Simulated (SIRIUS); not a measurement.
Band structure of Cu3Sn (P6_3/mmc, 8 atoms in the cell; from Materials Project mp-13138).

```
CELL_PARAMETERS angstrom
      5.50679     0.00000     0.00000
     -2.75339     4.76902     0.00000
      0.00000     0.00000     4.27269
ATOMIC_POSITIONS crystal
  Cu 0.15577 0.84423 0.75000
  Cu 0.84423 0.15577 0.25000
  Cu 0.31154 0.15577 0.25000
  Cu 0.68846 0.84423 0.75000
  Cu 0.15577 0.31154 0.75000
  Cu 0.84423 0.68846 0.25000
  Sn 0.33333 0.66667 0.25000
  Sn 0.66667 0.33333 0.75000
```

Computed with LDA (PW92), GBRV LDA ultrasoft pseudopotentials (plane waves; SIRIUS).

Settings: parameters.ngridk = 3 3 4; parameters.xc_functionals = [XC_LDA_X, XC_LDA_C_PW]; parameters.gk_cutoff = 6.325 1/bohr; parameters.pw_cutoff = 14.143 1/bohr; parameters.smearing = gaussian; parameters.smearing_width = 0.00999582 Ha; potentials = GBRV LDA ultrasoft pseudopotentials; parameters.electronic_structure_method = pseudopotential; parameters.num_bands = 85; parameters.num_mag_dims = 0; parameters.num_dft_iter = 100; parameters.energy_tol = 1e-07 Ha; parameters.density_tol = 1e-06; mixer.type = broyden2.

The structure comes from a collection of computed structures, made at another level of theory; the collection holds predicted forms beside known ones. No clean gap shows at this smearing width and mesh (spacing up to 0.44 Å⁻¹); the mesh is coarse for partly filled bands, so the values carry mesh errors.

Points are given in units of this cell's reciprocal vectors. Levels in eV from the Fermi level, bands 69 to 76:
```
point                   69     70     71     72    73    74    75    76
-------------------  -----  -----  -----  -----  ----  ----  ----  ----
Γ (0 0 0)            -1.94  -1.94  -1.19  -1.19  0.83  2.91  4.32  4.32
M (0.5 0 0)           0.05   0.21   0.61   0.89  1.39  2.45  2.73  3.16
K (0.333 0.333 0)    -0.58  -0.02   0.73   0.73  1.04  1.54  1.54  2.50
A (0 0 0.5)          -2.01  -2.01  -1.93  -1.93  0.24  0.24  1.60  1.60
L (0.5 0 0.5)        -1.71  -1.71  -1.51  -1.51  3.88  3.88  4.19  4.19
H (0.333 0.333 0.5)  -2.37  -2.37   0.61   0.61  2.26  2.26  2.27  2.27
```

5 bands cross the Fermi level along this path, so the cell has no gap at this level.

The Fermi level comes from the SCF mesh, which can miss band crossings, so its place against them is uncertain.
